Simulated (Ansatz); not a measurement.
GeSb4Te7:
```
CELL_PARAMETERS angstrom
      4.27305     0.00000     0.00000
     -2.13653     3.70057     0.00000
      0.00000     0.00000    24.25439
ATOMIC_POSITIONS crystal
  Ge 0.00000 0.00000 0.50000
  Sb 0.66667 0.33333 0.91819
  Sb 0.33333 0.66667 0.08181
  Sb 0.33333 0.66667 0.34822
  Sb 0.66667 0.33333 0.65178
  Te 0.33333 0.66667 0.84807
  Te 0.66667 0.33333 0.15193
  Te 0.00000 0.00000 0.72166
  Te 0.00000 0.00000 0.27834
  Te 0.66667 0.33333 0.43086
  Te 0.33333 0.66667 0.56914
  Te 0.00000 0.00000 0.00000
```

Relaxed with r²SCAN+D4. Special points in fractions of this cell's reciprocal vectors: Γ (0.000, 0.000, 0.000); M (0.500, 0.000, 0.000); K (0.333, 0.333, 0.000); A (0.000, 0.000, 0.500); L (0.500, 0.000, 0.500); H (0.333, 0.333, 0.500).

Problem. List the band energies nearest the valence-band maximum at these points for r²SCAN+D4 in the plane-wave PAW code Ansatz.

Solution. In eV from the valence-band maximum; about four levels below and three above (degenerate sets whole), none deeper than 8.9 eV; points with the same levels are listed once.

```csv
k,below,above
Γ,-1.13 -1.13 -0.26 -0.10,0.49 0.49 0.58
M,-1.61 -1.56 -1.10 -0.92,0.87 0.88 1.07
K,-1.28 -1.28 -1.17 -1.17 -1.00,1.32 1.48 1.55 1.55
A,-1.33 -1.33 -0.87 -0.37 0.00,0.43 0.43 0.48
L,-1.73 -1.46 -1.14 -0.67,0.58 0.77 0.93
H,-1.58 -1.58 -0.89 -0.89 -0.86,0.94 1.19 1.19
```

Space group P-3m1. The workflow started from a Materials Project entry (that database holds measured and hypothetical structures alike); the Crystallography Open Database copy checked does not list it. Its standing as an ambient phase is unchecked. The r²SCAN+D4 relaxation kept the symmetry of its start; whether a distortion lowers the energy is not shown. Scalar-relativistic: spin–orbit coupling is off unless named, which matters more the heavier the elements.

Potentials: the later of the program's two PAW sets.
